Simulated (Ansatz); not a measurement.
**B (diamond): energy against volume**

All numbers below come from DFT, LDA (PW92), plane waves (420 eV) with PAW, scalar-relativistic in Ansatz 0.2.0. (PAW data from PBE, frozen cores regenerated.)

The cell is scaled uniformly from the relaxed one, with fractional coordinates and shape fixed. Energies are extrapolated to zero smearing, pressures are those at the given smearing. Magnetic state: spin not included.

A Birch-Murnaghan fit gives V₀ = 8.01 Å³/atom, B₀ = 191 GPa, B₀′ = 3.5.

Task: What are the energy above the minimum and the pressure at 7.055 Å³/atom?

Result: 81.6 meV/atom and 30.27 GPa as computed.

Task: What are the energy above the minimum and the pressure at 7.376 Å³/atom?

Result: 33.6 meV/atom and 18.26 GPa as computed.

Task: What are the energy above the minimum and the pressure at 8.338 Å³/atom?

Result: 7.6 meV/atom and -7.01 GPa as computed.
